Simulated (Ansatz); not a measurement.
Ansatz input

```yaml
crystal:
  lattice:
    - [-1.8821514374, 1.8821514374, 1.8821514374]
    - [1.8821514374, -1.8821514374, 1.8821514374]
    - [1.8821514374, 1.8821514374, -1.8821514374]
  atoms:
    - { symbol: In, position: [0.0, 0.0, 0.0] }
hamiltonian:
  xc: r2scan
  pseudopotentials:
    kind: paw
    azcp:
      In: "pseudopotentials/In.paw.azcp"
basis:
  ecutwfc: 500
  fft_grid_basis: typed
kpoints:
  mp_grid: { grid: [6, 6, 6], shift: [0, 0, 0] }
magnetization:
  spin_polarized: false
scf:
  occupations: { method: fermi_dirac, width: 0.1 }
```

Terminal output

```
Engine: ansatz 0.2.0, aarch64-unknown-linux-gnu
Pseudopotentials: kind: paw
Pseudopotential: In, paw, valence charge 13, recommended cutoff 500 eV (meta_gga) 
Functional definition: r2SCAN
  parameter k0 = 0.174
  parameter k1 = 0.065
  parameter a1 = 4.9479
  exchange = r2scan_x(k0 = k0, k1 = k1, a1 = a1)
  correlation = r2scan_c
Crystal: 1 atoms, lattice volume = 26.670 Å³
Basis set: ecut = 500 eV, 675 PW (Γ), exchange–correlation on 96×96×96 points (64 copies of the dense FFT grid, shifted against one another)
Bands: 11, of which v1, the nominal top of the filled ones, is band 7 counted from 1 (6 counted from 0)
Symmetry: 48 space group operations
Space group: Im-3m (ITA 229), of the structure as read, at distance tolerance 3.0e-5 Å
k-points: 16 of 216
Non-local potential: In, projectors of the file, l = 0: 2, l = 1: 2, l = 2: 2, l = 3: 2
PAW form: soft (Blöchl's): semilocal exchange-correlation on the pseudo side does not see the compensation charge
PAW frozen core: In, regenerated for the run's functional (the file was generated under x = pbe(κ = 0.804, μ = 0.2195149727645171), c = pbe(β = 0.06672455060314922))
PAW one-centre angular grid: In, 590 points (default); XC on 289 of its mesh's 2783 points in the sphere
Initial density: superposition of atomic densities (neutral atoms: chi_scale 0, normalization atom), corrected by the library's trained network
Initial wavefunctions: pseudopotential atomic-orbital guess
Functional: x = r2scan, c = r2scan; τ floored in thin density (d = 2e-4 eV/Å³)
SCF iter   1: F=—  HF=-5611.832158 eV  |F-HF|=—  |Δ(HF+E_count)|=         —  Δρ=8.03e-3  dr2=8.47e-3  dr2_τ=1.16e-3  ethr=1.77e-3  ⟨swp⟩=5.0  Hψ=1059  notcnv=0
SCF iter   2: F=—  HF=-5611.834368 eV  |F-HF|=—  |Δ(HF+E_count)|=   2.21e-3  Δρ=2.16e-3  dr2=5.42e-4  dr2_τ=7.13e-5  ethr=6.51e-5  ⟨swp⟩=2.4  Hψ=468  notcnv=0  defer=5
SCF iter   3: F=—  HF=-5611.834712 eV  |F-HF|=—  |Δ(HF+E_count)|=   3.44e-4  Δρ=8.13e-4  dr2=7.54e-5  dr2_τ=3.48e-6  ethr=4.17e-6  ⟨swp⟩=1.9  Hψ=193  notcnv=0  defer=5
SCF iter   4: F=—  HF=-5611.834755 eV  |F-HF|=—  |Δ(HF+E_count)|=   4.24e-5  Δρ=1.95e-5  dr2=6.05e-8  dr2_τ=4.49e-9  ethr=5.80e-7  ⟨swp⟩=1.9  Hψ=193  notcnv=0  defer=5
iter 5 did not close the SCF: its close was put off for the readings that it lacked (scf_convergence_deferred on its scf_iter line)
SCF iter   5: F=-5611.834755 eV  HF=-5611.834755 eV  |F-HF|=9.17e-9  |Δ(HF+E_count)|=   3.34e-7  Δρ=5.17e-6  dr2=3.26e-9  dr2_τ=4.05e-10  ethr=4.66e-10  ⟨swp⟩=2.0  Hψ=274  notcnv=0  defer=5
SCF iter   6: F=-5611.834755 eV  HF=-5611.834755 eV  |F-HF|=3.27e-11  |Δ(HF+E_count)|=   1.07e-8  Δρ=4.98e-7  dr2=6.77e-11  dr2_τ=1.10e-11  ethr=2.51e-11  ⟨swp⟩=1.0  Hψ=514  notcnv=0
SCF 1 converged in 6 iterations: F = -5611.834755 eV  dr2 = 6.77e-11
SCF converged after 6 iterations
Free energy (F): -5611.834755 eV
Harris-Foulkes:  -5611.834755 eV  (|F-HF|=3.27e-11)
Internal energy: -5611.823765 eV  (E = F + TS)
E sigma→0 (E₀):  -5611.829260 eV
Entropy (-TS):   -0.010990 eV (-10.990 meV/atom)
Fermi energy:    9.711172 eV
--- Per-component energies (eV) ---
  E_band       = -34.332738
  E_kinetic    = 240.965843
  E_local      = -1088.304049  (includes V_loc(G=0)·N_el)
  E_nonlocal   = 366.569003
  E_hartree    = 427.172005
  E_xc         = -201.381934
  E_vxc        = -107.455323  (∫ρ·V_xc dr)
  E_paw        = -4181.467477  (= ΣΔE_a)
  E_vpaw       = -308.104249  (= ΣTr[D̂ρ^β])
  E_aug_tail   = 0.000007  (compensation charges beyond the density's cutoff)
  E_vtau       = 7.651701  (kinetic-family band-sum trace: ∫τ·v_τ [+ j·A + Jᵃ·Aᵃ] dr)
  E_ewald      = -1176.342709
  E_core_change = 0.965546  (= ΣΔE_core)
  E_smearing   = -0.010990  (= −TS)
  E_closure    = 0.000000  (closes the sum)
  Σ components = -5611.834755   (vs F -5611.834755, Δ=0.00e0)
```

Command:

```sh
ansatz run input.yaml --threads 4 --pin off --max-ram 8192MiB --backend cpu --events-out ev --progress --plain --runs-dir out
```

On 4 threads of Arm Neoverse V1 (shared host) this took about 0.48 s of wall time and 1.2 s of CPU time, with 0.3 GiB at the peak.
